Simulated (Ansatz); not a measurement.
Ta$_{2}$SiN (P6_3/mmc), relaxed with r²SCAN (Ansatz, an electronic-structure program, plane waves, PAW): a = b = 3.2238 Å, c = 12.0097 Å, α = β = 90.00°, γ = 120.00°.

ΔH_f (eV/atom): -0.62

**Question.** The same phase is relaxed and computed with PBE in the same code. What are the cell and these values now?

**Answer.** a = b = 3.231 Å, c = 12.117 Å, α = β = 90.00°, γ = 120.00°.

- ΔH_f (eV/atom): -0.57

Typed or built starts, not in the databases checked: Ta2SiN, P6_3/mmc (Si on 2d, Ta on 4f, N on 2a). All cells were relaxed under the symmetry of their starts (and spin orders); stability against distortions was not tested throughout. Rows with no word on spin ran without spin polarisation. Spin–orbit coupling is left out wherever it is not named.

Potentials: the earlier of the program's two PAW sets.

Ansatz is a plane-wave DFT program.

Formation energies count from the lowest solids of the elements computed at the same level, not from gases.
